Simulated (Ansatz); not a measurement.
Si2Ni (fluorite or antifluorite type, Fm-3m) is relaxed with the program Ansatz at the PBE level (PAW). What lattice parameters of the conventional cell result?

a = 5.445 Å.

Is it a metal or does it have a gap at this level?

No gap at this level.

Symmetry was held in the PBE relaxation. No spin polarisation was allowed.

Potentials: the earlier of the program's two PAW sets.
